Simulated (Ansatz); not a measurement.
Relaxation of a generated trial cell of Ga2O3 in the AFLOW prototype A3B2_hR5_155_e_c (D5_e, as in Ni3S2); 5 atoms in the cell, which starts as R32, hexagonal axes (No. 155), hR5; a = b = 5.020 Å, c = 6.229 Å, α = β = 90.00°, γ = 120.00°. Calculation: PBEsol (plane waves to 420 eV, PAW, scalar-relativistic; Ansatz, a first-principles code). Γ-centred k-mesh 7×7×7 on the run's cell (coarser than for final values), Fermi–Dirac smearing 0.05 eV. This is the first round of the run. 

The optimiser's lines from the output (shortened; P is positive under compression):

```
relax step   1: F+E_penalty+E_count = -9166.54942256 eV  Δ(F+E_penalty+E_count) = +0.000e0 eV  max|allowed force component| = 2.502e0 eV/Å  Δτ_max = 0.0000 Å  P = +30.398 GPa  Ω = 45.313 Å³  (8 SCF iters, dr2 threshold 1.00e-7 eV, accepted)
relax step   2: F+E_penalty+E_count = -9167.83463828 eV  Δ(F+E_penalty+E_count) = -1.285e0 eV  max|allowed force component| = 2.004e0 eV/Å  Δτ_max = 0.0747 Å  P = +15.293 GPa  Ω = 47.672 Å³  (7 SCF iters, dr2 threshold 5.00e-7 eV, accepted)
relax step   3: F+E_penalty+E_count = -9168.76242483 eV  Δ(F+E_penalty+E_count) = -9.278e-1 eV  max|allowed force component| = 1.120e0 eV/Å  Δτ_max = 0.0863 Å  P = +4.601 GPa  Ω = 49.585 Å³  (8 SCF iters, dr2 threshold 5.00e-7 eV, accepted)
relax step   4: F+E_penalty+E_count = -9169.20421059 eV  Δ(F+E_penalty+E_count) = -4.418e-1 eV  max|allowed force component| = 5.801e-1 eV/Å  Δτ_max = 0.0778 Å  P = -1.020 GPa  Ω = 50.412 Å³  (8 SCF iters, dr2 threshold 5.00e-7 eV, accepted)
relax step   5: F+E_penalty+E_count = -9169.27448485 eV  Δ(F+E_penalty+E_count) = -7.027e-2 eV  max|allowed force component| = 1.613e-1 eV/Å  Δτ_max = 0.0394 Å  P = -1.380 GPa  Ω = 50.190 Å³  (7 SCF iters, dr2 threshold 5.00e-7 eV, accepted)
relax step   6: F+E_penalty+E_count = -9169.27769076 eV  Δ(F+E_penalty+E_count) = -3.206e-3 eV  max|allowed force component| = 8.538e-2 eV/Å  Δτ_max = 0.0110 Å  P = -1.487 GPa  Ω = 50.179 Å³  (5 SCF iters, dr2 threshold 5.00e-7 eV, accepted)
relax step   7: F+E_penalty+E_count = -9169.28080830 eV  Δ(F+E_penalty+E_count) = -3.118e-3 eV  max|allowed force component| = 8.791e-3 eV/Å  Δτ_max = 0.0054 Å  P = +0.050 GPa  Ω = 49.839 Å³  (5 SCF iters, dr2 threshold 5.00e-7 eV, accepted)
relax step   8: F+E_penalty+E_count = -9169.28080078 eV  Δ(F+E_penalty+E_count) = +7.524e-6 eV  max|allowed force component| = 1.639e-3 eV/Å  Δτ_max = 0.0005 Å  P = +0.010 GPa  Ω = 49.846 Å³  (4 SCF iters, dr2 threshold 4.83e-8 eV, accepted)
relax step   9: F+E_penalty+E_count = -9169.28079379 eV  Δ(F+E_penalty+E_count) = +6.988e-6 eV  max|allowed force component| = 1.598e-4 eV/Å  Δτ_max = 0.0001 Å  P = +0.000 GPa  Ω = 49.848 Å³  (4 SCF iters, dr2 threshold 1.19e-9 eV, accepted)
relax step  10: F+E_penalty+E_count = -9169.37832540 eV  Δ(F+E_penalty+E_count) = -9.753e-2 eV  max|allowed force component| = 2.746e-3 eV/Å  Δτ_max = 0.0000 Å  P = +2.461 GPa  Ω = 49.848 Å³  stress off target by 5.76e0 GPa  SCF on the basis re-selected at this cell (its energy is not comparable with the rows above)  (9 SCF iters)
relax step  11: F+E_penalty+E_count = -9169.38636932 eV  Δ(F+E_penalty+E_count) = -8.044e-3 eV  max|allowed force component| = 1.211e-3 eV/Å  Δτ_max = 0.0031 Å  P = +0.338 GPa  Ω = 50.306 Å³  (6 SCF iters, dr2 threshold 5.00e-7 eV, accepted)
relax step  12: F+E_penalty+E_count = -9169.38619989 eV  Δ(F+E_penalty+E_count) = +1.694e-4 eV  max|allowed force component| = 1.096e-3 eV/Å  Δτ_max = 0.0003 Å  P = -0.074 GPa  Ω = 50.401 Å³  (4 SCF iters, dr2 threshold 5.00e-7 eV, accepted)
relax step  13: F+E_penalty+E_count = -9169.38626464 eV  Δ(F+E_penalty+E_count) = -6.475e-5 eV  max|allowed force component| = 8.286e-5 eV/Å  Δτ_max = 0.0000 Å  P = -0.003 GPa  Ω = 50.384 Å³  (3 SCF iters, dr2 threshold 8.01e-8 eV, accepted)
relax step  14: F+E_penalty+E_count = -9169.38815742 eV  Δ(F+E_penalty+E_count) = -1.893e-3 eV  max|allowed force component| = 1.964e-4 eV/Å  Δτ_max = 0.0000 Å  P = +0.014 GPa  Ω = 50.384 Å³  stress off target by 7.53e-2 GPa  SCF on the basis re-selected at this cell (its energy is not comparable with the rows above)  (7 SCF iters)
relax step  15: F+E_penalty+E_count = -9169.38815005 eV  Δ(F+E_penalty+E_count) = +7.364e-6 eV  max|allowed force component| = 3.991e-4 eV/Å  Δτ_max = 0.0001 Å  P = -0.001 GPa  Ω = 50.387 Å³  (3 SCF iters, dr2 threshold 1.42e-8 eV, accepted)
relax step  16: F+E_penalty+E_count = -9169.38815406 eV  Δ(F+E_penalty+E_count) = -4.004e-6 eV  max|allowed force component| = 4.192e-4 eV/Å  Δτ_max = 0.0000 Å  P = -0.001 GPa  Ω = 50.387 Å³  stress off target by 2.15e-3 GPa  SCF on the basis re-selected at this cell (its energy is not comparable with the rows above)  (6 SCF iters)
```

From the first to the last row the energy changes by -0.57 eV/atom and the volume by +11.2 %. The last row is marked as not comparable with the walk above it, whose basis was carried along; it does compare with step 1, since both stand on a basis selected at the nominal cutoff for their own cell.

Energy and pressure jump between steps 9 and 10 at one geometry, where the plane-wave basis was selected anew. While the cell walks, the set of plane waves is carried along, so its effective cutoff drifts with the strain; re-selecting it at 420 eV moved the energy by -0.020 eV/atom and the pressure by 2.5 GPa. Only step 1 and rows on a re-selected basis compare with each other.

Later rounds, restarted from the end of this one on a renewed k-mesh, logged 4 more steps and released under 0.01 eV/atom more. The final structure after all rounds: R32, hexagonal axes (No. 155), hR5; a = b = 4.8731 Å, c = 7.3501 Å, α = β = 90.00°, γ = 120.00°. Between re-selections the logged energies stand on a plane-wave basis carried along with the cell. No spin polarisation in the result.

The run could not lose the symmetry of its start, so the end can be a saddle point.

The relaxed structure here is a generated cell of Ga2O3: the first start was made by placing the elements on the sites of a structure type, and the end was not matched to a known phase here, so it may be hypothetical. Known forms of Ga2O3 include space group No. 12, 167.
